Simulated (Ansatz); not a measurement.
SnTe (rock salt)

```yaml
crystal:
  lattice:
    - [0.00000, 6.40926, 6.40926]
    - [3.20463, 3.20463, 6.40926]
    - [3.20463, 3.20463, 0.00000]
  atoms:
    - { symbol: Te, position: [0.00000, 0.00000, 0.00000] }
    - { symbol: Te, position: [0.50000, 0.00000, 0.00000] }
    - { symbol: Sn, position: [0.00000, 0.50000, 0.50000] }
    - { symbol: Sn, position: [0.50000, 0.50000, 0.50000] }
```

A phonon eigenvector at X = (0.5, 0.5, 0.0) is frozen into this cell: atom i moves by Q times the vector below, so Q is the largest atomic displacement, in Å. The cell is held. It is one choice among 2 degenerate patterns. (q is in reciprocal vectors of the primitive cell; the cell shown is doubled to hold the pattern.)

```
atom      x       y      z
----  -----  ------  -----
Te1   0.000   1.000  0.000
Te2   0.000  -1.000  0.000
Sn3   0.000   0.254  0.000
Sn4   0.000  -0.254  0.000
```

Level of theory: PBE (plane waves to 420 eV, PAW, scalar-relativistic; Ansatz, a quantum-chemistry and plane-wave program). k mesh 13×13×13 (Γ-centred), Fermi-Dirac smearing 0.05 eV. Energies are smeared free energies. SnTe was relaxed with its symmetry unable to fall. Spin-orbit coupling is left out, though Te is heavy. The PAW data are Ansatz's earlier set. The zero of ΔE is the undisplaced structure.

### Question
Give the computed ΔE (meV/cell) and −dE/dQ from forces (eV/Å) at Q (Å) = -0.090, -0.060, 0.060, 0.120, 0.150, 0.180.

### Answer
```csv
Q (Å),ΔE (meV/cell),−dE/dQ from forces (eV/Å)
-0.090,14.7,0.341
-0.060,6.4,0.218
0.060,6.4,-0.218
0.120,27.0,-0.480
0.150,43.8,-0.643
0.180,65.9,-0.835
```

(For displaced atoms, the force is minus the slope of the energy, and its curvature is a force constant, which sets phonon frequencies.)
